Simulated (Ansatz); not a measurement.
**K2SbF5, a database entry at a rescaled volume**

```yaml
crystal:
  lattice:
    - [6.29487, 0.00000, 0.00000]
    - [3.14743, -6.89068, 0.00000]
    - [0.00000, 0.00000, -6.54388]
  atoms:
    - { symbol: F, position: [0.33300, 0.77800, 0.02800] }
    - { symbol: F, position: [0.66700, 0.22200, 0.52800] }
    - { symbol: F, position: [0.11100, 0.22200, 0.97200] }
    - { symbol: F, position: [0.88900, 0.77800, 0.47200] }
    - { symbol: F, position: [0.66700, 0.22200, 0.97200] }
    - { symbol: F, position: [0.33300, 0.77800, 0.47200] }
    - { symbol: F, position: [0.88900, 0.77800, 0.02800] }
    - { symbol: F, position: [0.11100, 0.22200, 0.52800] }
    - { symbol: K, position: [0.57800, 0.84400, 0.75000] }
    - { symbol: K, position: [0.42200, 0.15600, 0.25000] }
    - { symbol: K, position: [0.25000, 0.50000, 0.75000] }
    - { symbol: K, position: [0.75000, 0.50000, 0.25000] }
    - { symbol: Sb, position: [0.91100, 0.17800, 0.75000] }
    - { symbol: Sb, position: [0.08900, 0.82200, 0.25000] }
    - { symbol: F, position: [0.75900, 0.48200, 0.75000] }
    - { symbol: F, position: [0.24100, 0.51800, 0.25000] }
```

Method: r2SCAN, no spin polarisation; PAW, plane waves to 500 eV, 5×5×4 Γ-centred mesh, fermi-dirac occupations (width 0.1 eV) (Ansatz 0.2.0), atoms fixed.

Task: Which atom feels the largest force, and which way?

Result: The largest is on F15 (and as large on other atoms): 1.42 eV/Å, components (0.00, 1.42, 0.00). It makes 0° with the line to a nearest neighbour, Sb13 at 2.09 Å, pointing towards it.

Task: What is the character of the valence top and the conduction bottom?

Result: Within 0.7 eV of the edges, the states project mainly on F p (45 %), Sb s (34 %) and Sb p (15 %) below the gap and on Sb p (52 %), F p (16 %) and K s (14 %) above it.

Task: What is the band gap?

Result: The gap on the k mesh is 4.71 eV; the mesh may miss the band edges, so the true gap of this level can be smaller.

Task: Is it stable against the elements?

Result: -2.78 eV an atom against the elements' usual phases (free molecules for gases, crystals otherwise, with no correction for O₂ or N₂), so it is bound against them; other compounds may still compete. Relaxing would lower it.

Origin: a database entry at a rescaled volume. Caveats: an odd or shifted mesh can miss the band edges, so this level's true gap may be smaller; no spin-orbit coupling, which can shift this gap by tenths of an eV.
